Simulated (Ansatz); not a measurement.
The start is a generated trial cell of TiO2 in the anatase structure type. Cell shape, volume and atoms are optimised at zero target pressure with PBE (plane waves to 420 eV, PAW, scalar-relativistic; Ansatz, a program for electronic structure). The first steps use a coarse 9×9×9 k-mesh.

The start:
```
CELL_PARAMETERS angstrom
     -1.89250     1.89250     4.75700
      1.89250    -1.89250     4.75700
      1.89250     1.89250    -4.75700
ATOMIC_POSITIONS crystal
  Ti 0.50000 0.50000 0.00000
  Ti 0.25000 0.75000 0.50000
  O  0.29190 0.29190 0.00000
  O  0.04190 0.54190 0.50000
  O  0.45810 0.95810 0.50000
  O  0.70810 0.70810 0.00000
```

Largest initial force: 0.10 eV/Å, on O3, O4, O5, O6 (atoms numbered as listed)
Energy released: 5 meV/atom
Volume change: +2.7 %, from 11.36 to 11.67 Å³/atom
Shortest distances (start → end): The closest pairs of elements (up to four, under 3.6 Å), start → end: O–Ti 1.93 → 1.95 Å; O–O 2.47 → 2.47 Å; Ti–Ti 3.04 → 3.08 Å
Band gap at the end: 2.13 eV, indirect (valence top at 87 % of the way from Γ to X, conduction bottom at Γ) (no spin-orbit coupling)
Optimiser moves: 5

Relaxed structure:

Space group I4₁/amd, origin choice 1 (No. 141); a = b = 3.798 Å, c = 9.704 Å, α = β = γ = 90.00°

| atom | site | symmetry | x | y | z |
|---|---|---|---|---|---|
| Ti | 4b | -4m2 | 0.0000 | 0.0000 | 0.5000 |
| O | 8e | 2mm. | 0.0000 | 0.0000 | 0.2936 |
(The calculation used a cell of 6 atoms; values per cell refer to that cell.)

Final values are on a 12×12×12 k-mesh of the relaxed cell. No spin polarisation in the result.

The run could not lose the symmetry of its start; a randomly shaken copy of 6 atoms returns to this structure.
